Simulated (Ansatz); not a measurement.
In the program Ansatz at the r²SCAN level (PAW), InAs in the cubic phase (Pm-3n; In on 6c, As on 6d) relaxes to a = 7.523 Å.

It is gapped at this level: 0.12 eV (direct). The valence maximum lies at Γ and the conduction minimum at Γ. The screened hybrid HSE06 puts the gap at 0.46 eV. Gap from r²SCAN with spin–orbit coupling: 0.03 eV. Electrons at the band edge weigh 0.009 mₑ (isotropic).

An equation-of-state fit gives a bulk modulus of 43.6 GPa. Bader charges are In +0.85, As -0.85 e.

The start of the workflow was typed in or built on a structure type; neither database checked (COD, Materials Project) lists it. It is not the phase usual at ambient conditions (space group No. 216). The cell was relaxed with r²SCAN under the symmetry of its start; its stability against distortions is not shown here. The volume moved by 26 % from the start of the relaxation. Scalar-relativistic: spin–orbit coupling is off unless named, which matters more the heavier the elements.

Potentials: the earlier of the program's two PAW sets. The files were generated under PBE; for other functionals the program regenerates the frozen cores, and for LDA and PBEsol the local potential too.
